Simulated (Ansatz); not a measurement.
**SiO$_{2}$: clamped-ion elastic tensor**

Level of theory: Ansatz 0.2.0, DFT PBEsol, scalar-relativistic, plane waves, PAW. Settings: 420 eV plane-wave cutoff, Γ-centred 6×6×4 mesh, fixed occupations. No spin polarisation.

Equilibrium structure at this level:
```
CELL_PARAMETERS angstrom
5.06168 0.00000 0.00000
-2.53084 4.38355 0.00000
0.00000 0.00000 8.59529
ATOMIC_POSITIONS crystal
Si 0.66667 0.33333 0.93716
Si 0.66667 0.33333 0.56284
Si 0.33333 0.66667 0.06284
Si 0.33333 0.66667 0.43716
O 0.00000 0.41387 0.00000
O 0.41387 0.41387 0.50000
O 0.58613 0.00000 0.50000
O 0.58613 0.58613 0.00000
O 0.00000 0.58613 0.50000
O 0.66667 0.33333 0.75000
O 0.33333 0.66667 0.25000
O 0.41387 0.00000 0.00000
```

(1) Give the clamped-ion elastic constants (GPa, Voigt order xx yy zz yz xz xy, on the axes of the cell above).

(2) And the moduli of a polycrystal (Hill averages)?

Results:

(1)
```
320.1  87.8  50.6   0.0   0.0   0.0
 87.8 320.1  50.6   0.0   0.0   0.0
 50.6  50.6 373.3   0.0   0.0   0.0
  0.0   0.0   0.0  72.1   0.0   0.0
  0.0   0.0   0.0   0.0  72.1   0.0
  0.0   0.0   0.0   0.0   0.0 116.2
```

(2) B = 155 GPa, G = 102 GPa, E = 251 GPa, ν = 0.23.

This form isn't the usual stable structure of the compound.

Cost: 1 run of about 4.8 core-minutes, on AMD EPYC 9B14 (Zen 4) (shared hosts).